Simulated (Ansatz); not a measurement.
# Vibrations of MoS2 (P6_3/mmc) by finite displacements

```xyz
6
Lattice="3.1414 0.0000 0.0000 -1.5707 2.7206 0.0000 0.0000 0.0000 12.5807" Properties=species:S:1:pos:R:3 pbc="T T T"
Mo    0.0000    1.8137    3.1452
Mo    1.5707    0.9069    9.4355
S     0.0000    1.8137    7.8765
S     1.5707    0.9069    1.5861
S     0.0000    1.8137   10.9946
S     1.5707    0.9069    4.7042
```

Level of theory, where no other is named: PBEsol, all-electron LAPW in Ansatz 0.2.0, scalar-relativistic. k mesh 8×8×2, fixed occupations, basis error target 1 meV/atom. The cell was relaxed by PAW under this functional.

Atoms are displaced by 0.01 Å in the primitive cell, which gives the zone-centre modes alone. Negative values stand for unstable modes. The zone centre has no LO-TO term.

**Question.** Is the structure dynamically stable at these wave vectors?

**Answer.** Yes, no mode is unstable there; wave vectors off this mesh aren't tested.

**Question.** How do the optical zone-centre modes decompose, and which are active?

**Answer.** Point group 6/mmm: Γ_opt = 2E2g + 2B1g + E2u + E1g + E1u + B2u + A1g + A2u.

| label | cm⁻¹ | activity | mostly |
| --- | --- | --- | --- |
| E2g | 25.2 | Raman | Mo (60 %) |
| B1g | 34.4 | silent | Mo (60 %) |
| E2u | 284.7 | silent | S (100 %) |
| E1g | 286.0 | Raman | S (100 %) |
| E2g | 384.5 | Raman | S (60 %) |
| E1u | 384.6 | IR | S (60 %) |
| B2u | 405.3 | silent | S (100 %) |
| A1g | 406.6 | Raman | S (100 %) |
| A2u | 468.0 | IR | S (60 %) |
| B1g | 470.0 | silent | S (60 %) |

**Question.** How well do frozen-core PAW files reproduce these all-electron values?

**Answer.** With a cutoff of 420 eV and displacements of 0.0025 Å, the r.m.s. difference over the modes is 0.1 cm⁻¹; the largest difference is 469.9 (PAW) against 470.0 cm⁻¹ (LAPW).

**Question.** The cell is scaled evenly to 105.908 and 109.133 Å³ (from 107.521), with free atoms relaxed and the shape held, so these aren't the values under hydrostatic pressure. What are the mode Grüneisen parameters γ = −d ln ω/d ln V?

**Answer.** For the highest mode, 472.3 cm⁻¹ in the small cell and 467.8 in the large one give γ ≈ 0.32. From the change of the dynamical matrix on each mode:

```
point   cm⁻¹     γ
Gamma   25.2  4.79
Gamma   34.4  6.81
Gamma  284.7  0.30
Gamma  286.0  0.35
Gamma  384.5  0.38
Gamma  384.6  0.39
Gamma  405.3  0.14
Gamma  406.6  0.20
Gamma  468.0  0.30
Gamma  470.0  0.32
```

**Question.** Linear response on PAW files adds the field. What are the dielectric tensor, the Born charges and the LO shift?

**Answer.** ε∞ = (14.78, 14.78, 6.01) along x, y, z with local fields. Born charges (xx, yy, zz): Mo1 (-1.12, -1.12, -0.62); Mo2 (-1.12, -1.12, -0.62); S3 (0.56, 0.56, 0.31); S4 (0.56, 0.56, 0.31); S5 (0.56, 0.56, 0.31); S6 (0.56, 0.56, 0.31). For q along x the macroscopic field gives longitudinal modes at 387.2 (from 384.6) cm⁻¹. For q along z the macroscopic field gives longitudinal modes at 469.5 (from 467.9) cm⁻¹. Without the field the optical modes lie at 25.2 (E2g), 34.4 (B1g), 284.6 (E2u), 285.9 (E1g), 384.5 (E2g), 384.6 (E1u), 405.2 (B2u), 406.6 (A1g), 467.9 (A2u), 469.9 (B1g) cm⁻¹. With the ions free to follow the field, the program's ε₀ is (14.98, 14.98, 6.05).

Limits of these numbers: no dispersion correction, so the spacing and stiffness between layers or molecules are poor; zone-boundary modes aren't tested; the frozen-core PAW files of the compared runs were fitted under PBE, their cores solved anew for this functional; field response not resolved by the mesh; semilocal gaps are low, and ε∞ tends to come out large.
